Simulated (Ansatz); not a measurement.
# Data sheet: TaAl (DFT)

TaAl:
```yaml
crystal:
  lattice:
    - [0.00000, 2.61528, 2.61528]
    - [2.61528, 0.00000, 2.61528]
    - [2.61528, 2.61528, 0.00000]
  atoms:
    - { symbol: Ta, position: [0.00000, 0.00000, 0.00000] }
    - { symbol: Al, position: [0.50000, 0.50000, 0.50000] }
```

Space group Fm-3m (No. 225), rock salt; conventional cell a = b = c = 5.2306 Å, α = β = γ = 90.00°.

Method: DFT-PBEsol in the program Ansatz with PAW potentials. Structure relaxed to zero pressure with the same functional. Other levels are named where they apply.

### Cell and energy

```json
{
  "volume_per_atom": "17.89 Å³",
  "density": "9.65 g/cm³",
  "Formation energy from the elements (no fitted shifts)": "52 kJ/mol of atoms"
}
```

### Electronic structure

```json
{
  "electronic_character": "metallic (no gap)",
  "Density of states at the Fermi level": "0.34 states/eV per atom (mean over ±0.08 eV)",
  "Gap with spin–orbit coupling": "none (metallic)"
}
```

### Mechanics

```json
{
  "Bulk modulus (Birch–Murnaghan fit)": "130 GPa",
  "Pressure derivative B′": "4.0",
  "Elastic constants (relaxed ions, GPa)": "C11 = 352, C12 = 19.2, C44 = -4.3",
  "mechanical_stability": "unstable (C has a negative eigenvalue)"
}
```

### Phonons

```json
{
  "highest_zone_centre_frequency": "382 cm⁻¹",
  "zone_centre_stability": "no imaginary mode at Γ"
}
```

The start of the workflow was typed in or built on a structure type; neither database checked (COD, Materials Project) lists it. Its standing as an ambient phase is unchecked. The cell was relaxed with PBEsol under the symmetry of its start. No spin polarisation was allowed. Its formation energy is positive at this level, so the cell may be metastable or incomplete. As this level gives no gap, shear constants depend on the k-mesh and smearing (Fermi–Dirac, 0.1 eV here). As this level gives no gap, phonon frequencies hold no LO–TO term and depend on the k-mesh and smearing (Fermi–Dirac, 0.1 eV here). The references are the lowest solids computed at this level, not always the standard phases. Spin–orbit coupling is left out wherever it is not named.

Potentials: the later of the program's two PAW sets.
